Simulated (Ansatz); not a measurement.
## Fe2TeO6: which magnetic order is lowest?

```
Fe Te O
1.0
     4.60570    0.00000    0.00000
     0.00000    4.60570    0.00000
     0.00000    0.00000    9.09230
Fe Te O
4 2 12
Direct
  0.00000 0.00000 0.33680
  0.50000 0.50000 0.83680
  0.50000 0.50000 0.16320
  0.00000 0.00000 0.66320
  0.00000 0.00000 0.00000
  0.50000 0.50000 0.50000
  0.29370 0.29370 0.00000
  0.20630 0.79370 0.50000
  0.70630 0.70630 0.00000
  0.79370 0.20630 0.50000
  0.30970 0.30970 0.33460
  0.19030 0.80970 0.83460
  0.69030 0.69030 0.33460
  0.80970 0.19030 0.83460
  0.80970 0.19030 0.16540
  0.69030 0.69030 0.66540
  0.19030 0.80970 0.16540
  0.30970 0.30970 0.66540
```

Method: r2SCAN in Ansatz 0.2.0, PAW datasets, plane waves to 500 eV, 6×6×3 Γ-centred mesh, fermi-dirac occupations of width 0.050 eV. The atoms are fixed and numbered as listed; spin is collinear, without spin-orbit coupling.

The cycle has several fixed points for this cell. Moments (μB):

```json
{"state": "A", "Fe1": "3.89", "Fe2": "-3.89", "Fe3": "-3.89", "Fe4": "3.89", "other atoms together": "0.00", "size of the net moment a cell": "0.00"}
{"state": "B", "Fe1": "0.00", "Fe2": "0.00", "Fe3": "0.00", "Fe4": "0.00", "other atoms together": "0.00", "size of the net moment a cell": "0.00"}
{"state": "C", "Fe1": "3.93", "Fe2": "3.90", "Fe3": "3.94", "Fe4": "-3.87", "other atoms together": "1.33", "size of the net moment a cell": "10.00"}
{"state": "D", "Fe1": "3.88", "Fe2": "3.88", "Fe3": "-3.88", "Fe4": "-3.88", "other atoms together": "0.00", "size of the net moment a cell": "0.00"}
{"state": "E", "Fe1": "3.93", "Fe2": "-3.93", "Fe3": "3.93", "Fe4": "-3.93", "other atoms together": "0.00", "size of the net moment a cell": "0.00"}
{"state": "F", "Fe1": "3.95", "Fe2": "3.95", "Fe3": "3.95", "Fe4": "3.95", "other atoms together": "2.65", "size of the net moment a cell": "19.99"}
```

Site moments are taken in small spheres that don't touch (radius about 0.4 of the atom's shortest bond), so those of the magnetic atoms read low, and they needn't add up to the net moment. State B was run without spin polarisation.

**Question.** Which state has the lowest energy at zero smearing, and how far up are the others?

**Answer.** State D (antiparallel, compensated) is lowest; A (antiparallel, compensated) lies 3.1 meV above it, C (antiparallel, not compensated) lies 14.2 meV above it, E (antiparallel, compensated) lies 23 meV above it, F (parallel moments) lies 32 meV above it, B (without moments) lies 355 meV above it, all counted an atom of the cell.

**Question.** Which states have a gap on the mesh, and what pressure does each exert on this cell?

**Answer.** A: gap 1.01 eV, 0.8 GPa; B: no gap, -18.0 GPa; C: gap 0.70 eV, 1.2 GPa; D: gap 1.41 eV, 0.6 GPa; E: gap 1.06 eV, 1.6 GPa; F: gap 0.32 eV, 2.0 GPa (positive in compression). Moments take up room: without them the pressure is lower, so that state wants a smaller cell.

**Question.** What do states F and D say about the exchange?

**Answer.** Between F and D the moments keep their size (3.95 against 3.88 μB in the mean), so the difference mostly measures the exchange between the flipped sites: the antiparallel order gains 143 meV for each Fe atom. The nearest flipped pair stands 2.97 Å apart. Flipped pairs are linked through O; the widest Fe–O–Fe angle among the nearer links is 129°, at 3.62 Å between the metal atoms.

**Question.** What does magnetism gain here?

**Answer.** 355 meV an atom of the cell, or 1598 meV for each Fe atom, against state B, which has none. A run without spin would miss this and give wrong energies and forces. That state isn't the paramagnet, which keeps its moments, so this is no ordering energy.

Of 5 runs begun from atoms with typed moments, each in a different pattern, 1 ended in state D: one start isn't enough to call a state the ground state.

The cell is that of a Crystallography Open Database entry, unchanged.

Caveats: only orders that fit this cell and collinear spins were tried, so the true order may need a larger cell or canted moments; atoms and cell are not relaxed, and each state would relax in its own way; semilocal functionals without U often misplace the states of 3d oxides, halides and chalcogenides; the k mesh is coarse, so differences of a few meV are uncertain where a state is a metal; one start a pattern, so a lower state of the same pattern may exist; the atoms stand off equilibrium, with forces up to 0.8 eV/Å.
